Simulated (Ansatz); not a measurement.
LaAl2Ge2 in space group P-3m1 (No. 164; Ge on 2d, Al on 2d, La on 1a) at seven volumes, plane-wave PAW r²SCAN (Ansatz code), shape and atoms relaxed at each. One row is withheld.

```csv
V (Å³/atom),P (GPa)
20.490,8.29
21.166,?
21.841,2.23
22.517,0.00
23.192,-1.98
23.868,-3.76
24.543,-5.28
```

Question: Fit the shown pressures and predict the withheld one.

Answer: P = (3/2)B₀(x^(7/2) − x^(5/2))[1 + (3/4)(B′ − 4)(x − 1)] with x = (V₀/V)^(2/3). Least squares on the six rows gives V₀ = 22.507 Å³/atom, B₀ = 72.5 GPa, B′ = 4.15. At V = 21.166, x = 1.0418 and P = 5.06 GPa. The run itself gave 5.04 GPa.

The workflow started from an entry of the Crystallography Open Database (COD). Whether it is the stable phase at ambient conditions was not checked. The cell was relaxed with r²SCAN under the symmetry of its start; whether a distortion lowers the energy is not shown. Spin–orbit coupling is left out wherever it is not named.

Potentials: the later of the program's two PAW sets.
